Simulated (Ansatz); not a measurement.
A relaxed structure of CaSnF$_{6}$ is spoiled in several ways and relaxed again each time (noise and exchanges are one random draw each; squeezed and stretched starts keep its symmetry, which their runs cannot lower; pressure is positive under compression). Computed with r2SCAN (plane waves to 500 eV, PAW, scalar-relativistic; Ansatz, an electronic-structure program).

```cif
data_Ca4F24Sn4
_chemical_formula_sum 'Ca4 Sn4 F24'
_space_group_name_H-M_alt 'Fm-3m'
_space_group_IT_number 225
_space_group_name_Hall '-F 4 2 3'
_cell_length_a 8.42668
_cell_length_b 8.42668
_cell_length_c 8.42668
_cell_angle_alpha 90.000
_cell_angle_beta 90.000
_cell_angle_gamma 90.000
loop_
_atom_site_label
_atom_site_type_symbol
_atom_site_symmetry_multiplicity
_atom_site_Wyckoff_symbol
_atom_site_fract_x
_atom_site_fract_y
_atom_site_fract_z
_atom_site_occupancy
Ca1 Ca 4 a 0.00000 0.00000 0.00000 1
Sn1 Sn 4 b 0.50000 0.50000 0.50000 1
F1 F 24 e 0.00000 0.00000 0.26641 1
```
(The calculation used a cell of 8 atoms; values per cell refer to that cell.)

| change | first pressure (GPa) | largest first force (eV/Å) | released (eV/atom) | moves | outcome | final group | E − E(parent) (eV/atom) |
|---|---|---|---|---|---|---|---|
| stretched uniformly to 115 % of its volume | -8.4 | 1.08 | 0.084 | 4 | ? | ? | ? |
| deformed by the Cartesian strain tensor (xx, yy, zz, yz, xz, xy) = (-0.085, 0.058, 0.011, 0.019, -0.049, -0.014) | ? | 2.74 | ? | 33 | ? | ? | ? |
| shaken by Gaussian noise of σ = 0.08 Å a coordinate | 2.6 | 4.28 | 0.091 | 23 | same energy, other cell | R-3 | -0.002 |

Problem. Some entries are withheld; supply them.

Solution. 
- deformed by the Cartesian strain tensor (xx, yy, zz, yz, xz, xy) = (-0.085, 0.058, 0.011, 0.019, -0.049, -0.014), first pressure (GPa): 5.0
- deformed by the Cartesian strain tensor (xx, yy, zz, yz, xz, xy) = (-0.085, 0.058, 0.011, 0.019, -0.049, -0.014), released (eV/atom): 0.16
- deformed by the Cartesian strain tensor (xx, yy, zz, yz, xz, xy) = (-0.085, 0.058, 0.011, 0.019, -0.049, -0.014), outcome: same energy, other cell
- deformed by the Cartesian strain tensor (xx, yy, zz, yz, xz, xy) = (-0.085, 0.058, 0.011, 0.019, -0.049, -0.014), final group: R-3
- deformed by the Cartesian strain tensor (xx, yy, zz, yz, xz, xy) = (-0.085, 0.058, 0.011, 0.019, -0.049, -0.014), E − E(parent) (eV/atom): -0.002
- stretched uniformly to 115 % of its volume, outcome: returns to the parent
- stretched uniformly to 115 % of its volume, final group: Fm-3m
- stretched uniformly to 115 % of its volume, E − E(parent) (eV/atom): 0.000

First-step values come from each run's starting, coarser k-mesh (5×5×5). The runs use different k-meshes, so differences are rounded accordingly. No spin polarisation in the result.

The relaxation started from an entry of Materials Project.
